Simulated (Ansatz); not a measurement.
Polymorphs of GaSb, each relaxed with PBE in the plane-wave PAW code Ansatz:

A: CsCl type (Pm-3m), a = b = c = 3.6148 Å, α = β = γ = 90.00°

B: zinc blende (F-43m), a = 6.214 Å, b = 6.214 Å, c = 6.214 Å, α = 90.00°, β = 90.00°, γ = 90.00°

C: NiAs type (P6_3/mmc), a = b = 3.9472 Å, c = 7.2566 Å, α = β = 90.00°, γ = 120.00°

D: P6_422, a = b = 4.420 Å, c = 9.594 Å, α = β = 90.00°, γ = 120.00°

E: rock salt (Fm-3m), a = b = c = 5.798 Å, α = β = γ = 90.00°

Q: Order them by energy per atom at 0 K (lowest first) at the level PBE.

A: B (+0 meV/atom), D (+142 meV/atom), E (+211 meV/atom), C (+224 meV/atom), A (+302 meV/atom)

Constructed cells (a structure type filled with these elements, in neither database checked): A. Typed or built starts, not in the databases checked: C; D; E. Not the usual ambient phase: A; C; D; E. All cells were relaxed under the symmetry of their starts (and spin orders); stability against distortions was not tested throughout. Spin–orbit coupling is left out wherever it is not named.

Energies hold the estimated change up to a 700 eV cutoff; steps of a few meV lie near the error of the meshes.

Potentials: the earlier of the program's two PAW sets.
